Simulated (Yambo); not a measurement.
# How GW settings move the gap: RbHgF3

G0W0@PBEsol for RbHgF$_{3}$ (cubic perovskite, space group Pm-3m, No. 221) in Yambo. Reference settings: 2×2×2 Γ-centred k mesh, bands 9 to 286 and a 7 Ry block in the screening, 286 bands in G with the Bruneval-Gonze terminator, plasmon pole fitted at 27.2 eV. The PBEsol gap R → Γ on this mesh is 0.35 eV; G0W0 gaps are taken between the same points.

| change from the reference | G0W0 gap R → Γ (eV) | shift of the valence edge (eV) |
|---|---|---|
| reference settings | 2.22 | -0.97 |
| 120 bands in G | 2.27 | -0.96 |
| 6 Ry block | 2.22 | -0.97 |
| pole fitted at 10 eV | 2.27 | -0.88 |
| 120 bands in G, no terminator | 1.93 | -0.19 |

The reference isn't shown to be the converged limit.

The cell is held in this high symmetry; tilts and polar distortions were not searched.

Spin-orbit coupling is included.

Geometry of the Materials Project entry, not relaxed at this level; primitive cell a = 4.5492 Å, b = 4.5492 Å, c = 4.5492 Å, α = 90.00°, β = 90.00°, γ = 90.00°.

A shift is the quasiparticle energy of the state minus its PBEsol energy.
